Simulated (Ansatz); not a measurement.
V:
```cif
data_V
_chemical_formula_sum 'V1'
_space_group_name_H-M_alt 'P 1'
_space_group_IT_number 1
_cell_length_a 2.59517
_cell_length_b 2.59517
_cell_length_c 2.59517
_cell_angle_alpha 109.471
_cell_angle_beta 109.471
_cell_angle_gamma 109.471
loop_
_space_group_symop_operation_xyz
  'x, y, z'
loop_
_atom_site_label
_atom_site_type_symbol
_atom_site_fract_x
_atom_site_fract_y
_atom_site_fract_z
_atom_site_occupancy
V1 V 0.00000 0.00000 0.00000 1
```

Relaxed with PBE.

Question: Which orbitals make up the states near the Fermi level in DFT-PBE in the program Ansatz with PAW potentials?

Answer: Within 0.5 eV of the Fermi level: V 3d 87 %, V 4s 7 %, outside the projected shells 6 %. Projections are on Löwdin-orthogonalised atomic valence shells; empty p or d shells of many metals are not among them.

Question: Tabulate the density of states.

Answer: States/eV per cell of 1 atom, in 0.25 eV bins, energy from the Fermi level.

```csv
E (eV),total,V 3d,V 4s,V 3p
-6.70,0.00,0.00,0.00,0.00
-6.45,0.02,0.00,0.02,0.00
-6.20,0.04,0.00,0.04,0.00
-5.95,0.06,0.00,0.06,0.00
-5.70,0.07,0.00,0.07,0.00
-5.45,0.09,0.00,0.08,0.00
-5.20,0.10,0.00,0.09,0.00
-4.95,0.12,0.01,0.10,0.00
-4.70,0.13,0.01,0.12,0.00
-4.45,0.15,0.01,0.13,0.01
-4.20,0.17,0.02,0.14,0.01
-3.95,0.20,0.03,0.16,0.01
-3.70,0.25,0.05,0.18,0.01
-3.45,0.32,0.10,0.20,0.01
-3.20,0.60,0.32,0.26,0.01
-2.95,0.87,0.57,0.27,0.01
-2.70,1.04,0.76,0.25,0.01
-2.45,1.26,1.00,0.23,0.01
-2.20,1.56,1.31,0.20,0.02
-1.95,0.95,0.84,0.09,0.01
-1.70,0.75,0.68,0.04,0.01
-1.45,0.52,0.48,0.01,0.00
-1.20,2.19,2.10,0.01,0.02
-0.95,2.03,1.93,0.03,0.01
-0.70,1.89,1.74,0.06,0.01
-0.45,1.79,1.59,0.09,0.01
-0.20,2.30,1.99,0.17,0.02
0.05,1.69,1.48,0.12,0.01
0.30,1.21,1.06,0.07,0.01
0.55,0.53,0.42,0.04,0.00
0.80,0.48,0.40,0.03,0.00
1.05,0.52,0.46,0.02,0.00
1.30,0.66,0.61,0.01,0.00
1.55,1.08,1.05,0.01,0.00
1.80,1.46,1.44,0.01,0.00
2.05,1.98,1.96,0.01,0.00
2.30,2.26,2.23,0.01,0.00
2.55,2.49,2.47,0.01,0.00
2.80,3.62,3.56,0.04,0.00
3.05,1.83,1.72,0.08,0.00
3.30,1.30,1.18,0.08,0.00
3.55,1.14,1.03,0.08,0.00
3.80,0.86,0.75,0.08,0.00
4.05,0.47,0.36,0.09,0.00
4.30,0.41,0.27,0.10,0.00
4.55,0.37,0.21,0.11,0.00
4.80,0.36,0.18,0.11,0.00
```

Space group Im-3m (bcc (W type)). The cell was relaxed with PBE under the symmetry of its start. The workflow began spin-polarised and lost its moments.

Potentials: the earlier of the program's two PAW sets.
